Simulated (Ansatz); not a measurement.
ZrN:
Space group Fm-3m (No. 225); a = b = c = 4.5946 Å, α = β = γ = 90.00°

| atom | site | symmetry | x | y | z |
|---|---|---|---|---|---|
| Zr | 4b | m-3m | 0.5000 | 0.5000 | 0.5000 |
| N | 4a | m-3m | 0.0000 | 0.0000 | 0.0000 |
(The calculation used a cell of 2 atoms; values per cell refer to that cell.)

Relaxed with PBE.

Task: Decompose the optical modes at the zone centre into irreducible representations, and say which are infrared and Raman allowed.

Result: Point group m-3m: Γ_opt = T1u. Infrared: T1u. Raman: none.

Task: Assign frequencies (DFPT, DFT-PBE in the program Ansatz with PAW potentials).

Result: T1u 476 cm⁻¹.

The PBE relaxation kept the symmetry of its start; of distortions, only those at the zone centre were tested. The run is not spin-polarised. With an odd number of electrons in the cell and no spin polarisation, the count alone makes it a metal. As this level gives no gap, phonon frequencies hold no LO–TO term and depend on the k-mesh and smearing (Fermi–Dirac, 0.1 eV here).

Potentials: the later of the program's two PAW sets.
